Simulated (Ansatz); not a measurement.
# SiNi$_{2}$: from a starting cell to a relaxed one

The start is a generated cell, SiNi2 built in the AFLOW prototype A2B_oC12_63_2c_c (C49, as in ZrSi2). The structure is fully relaxed (lattice and positions, P = 0) with r2SCAN (plane waves to 500 eV, PAW, scalar-relativistic; Ansatz, a program for electronic structure). The first steps use a coarse 7×7×7 k-mesh.

The start:
```yaml
crystal:
  lattice:
    - [1.61021, -6.35449, 0.00000]
    - [1.61021, 6.35449, 0.00000]
    - [0.00000, 0.00000, 3.16861]
  atoms:
    - { symbol: Ni, position: [0.93900, 0.06100, 0.25000] }
    - { symbol: Ni, position: [0.06100, 0.93900, 0.75000] }
    - { symbol: Ni, position: [0.25000, 0.75000, 0.25000] }
    - { symbol: Ni, position: [0.75000, 0.25000, 0.75000] }
    - { symbol: Si, position: [0.60400, 0.39600, 0.25000] }
    - { symbol: Si, position: [0.39600, 0.60400, 0.75000] }
```
Spin-polarised start, with parallel moments on Ni.

What pressure does the first self-consistent step give?

+8 GPa (positive: the cell is compressed).

What is the largest force in the starting geometry, and on which atom (counted from 1)?

About 2.7 eV/Å, on Ni1, Ni2 (atoms numbered as listed).

How much energy is released per atom?

0.29 eV/atom.

How does the volume change?

-1.7 %, from 10.81 to 10.62 Å³/atom.

How do the shortest distances between atoms change?

The closest pairs of elements (up to four, under 3.6 Å), start → end: Ni–Ni 2.22 → 2.40 Å; Ni–Si 2.32 → 2.28 Å; Si–Si 3.08 → 2.78 Å.

Is the relaxed structure metallic? Give its gap.

No gap (metallic).

Give the final cell and atomic positions.


Space group Cmcm (No. 63); a = 3.326 Å, b = 10.676 Å, c = 3.589 Å, α = 90.00°, β = 90.00°, γ = 90.00°

```json
[
 {"atom": "Ni", "site": "4c", "symmetry": "m2m", "x": "0.0000", "y": "0.0744", "z": "0.2500"},
 {"atom": "Ni", "site": "4c", "symmetry": "m2m", "x": "0.0000", "y": "0.2455", "z": "0.7500"},
 {"atom": "Si", "site": "4c", "symmetry": "m2m", "x": "0.0000", "y": "0.4008", "z": "0.2500"}
]
```
(The calculation used a cell of 6 atoms; values per cell refer to that cell.)

The space group stays Cmcm (No. 63) (the run could not lower it), with 6 atoms in the primitive cell. Final values are on a 13×13×11 k-mesh of the relaxed cell. No spin polarisation in the result: the starting moments vanished. A magnetic state may lie lower.

The run could not lose the symmetry of its start, so the end can be a saddle point.

The relaxed structure here is a generated cell of SiNi2: the first start was made by placing the elements on the sites of a structure type, and the end was not matched to a known phase here, so it may be hypothetical.
